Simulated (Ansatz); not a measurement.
CsCl (rock salt, Fm-3m), DFT-r²SCAN in the program Ansatz with PAW potentials, all energies at zero smearing, with the estimated change up to a 700 eV cutoff added, with one set of potentials and settings (totals compare only within such a set). Cell of 2 atoms (1 Cs, 1 Cl): -6773.931 eV.

```
element             reference phase  E (eV/atom)
-------  --------------------------  -----------
Cs       Im-3m, 1 atoms in the cell   -5685.9274
Cl        Cmce, 4 atoms in the cell   -1083.6259
```

Formation energy per atom, worked out: (-6773.931 − 1×(-5685.9274) − 1×(-1083.6259))/2 = -2.189 eV/atom (-211 kJ per mol of atoms), at 0 K, without zero-point energy or fitted corrections.

The workflow started from a Materials Project entry (that database holds measured and hypothetical structures alike); the Crystallography Open Database files this formula in space group No. 225, but the cells were not matched. It is not the phase usual at ambient conditions (space group No. 221). The cell was relaxed with r²SCAN under the symmetry of its start; its stability against distortions is not shown here. The references are the lowest solids computed at this level, not always the standard phases (solids in place of the gases). Spin–orbit coupling is left out wherever it is not named.

Potentials: the later of the program's two PAW sets.
